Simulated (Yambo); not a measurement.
A free-standing SnSe monolayer (symmetry Pmn2_1, slab cell 16.1 Å high), G0W0@PBEsol in Yambo with this input:

```
rim_cut
gw0
dyson
el_el_corr
HF_and_locXC
ppa
em1d
rim_w
RandQpts= 1000000
RandGvec= 2 Ry
CUTGeo= "slab z"
EXXRLvcs= 86 Ry
VXCRLvcs= 344 Ry
Chimod= "HARTREE"
% BndsRnXp
 11 | 161 |
%
NGsBlkXp= 6 Ry
% LongDrXp
 1.0 | 1.0 | 0.0 |
%
RandGvecW= 587 mRy
PPAPntXp= 27.2114 eV
% GbndRnge
 1 | 161 |
%
GTermKind= "BG"
DysSolver= "n"
ExtendOut
```

On a 4×4×1 mesh, with wavefunctions cut at 86 Ry, the gap ((0.25, 0.25) → (-0.5, 0)) is 2.299 eV and the valence edge shifts by -0.730 eV.

**Question.** What happens with this change: 3 Ry block?

**Answer.** The gap falls by 0.080 eV, to 2.219 eV; the shift of the valence edge becomes -0.599 eV. Neither run is shown to be the converged limit. In the run with 161 bands and a 6 Ry block, which covers more k points, the smallest G0W0 gap is 2.12 eV, (0, -0.5) → (-0.5, 0). The mesh misses a band edge: along a dense path the PBEsol gap is 0.60 eV against 1.54 eV on the mesh.

The standard potentials for Se, Sn keep a d shell in the valence without the s and p states of that shell. In tests on such compounds this moved G0W0 gaps by up to about 0.9 eV, so absolute quasiparticle energies here are unreliable; differences between settings are what counts.

Spin-orbit coupling is not included.

Geometry relaxed with PBEsol; primitive cell a = 4.2210 Å, b = 4.2263 Å, c = 16.1000 Å, α = β = γ = 90.00°.

This is a model layer cut from the bulk structure; whether it is stable on its own was not checked.

A shift is the quasiparticle energy of the state minus its PBEsol energy.
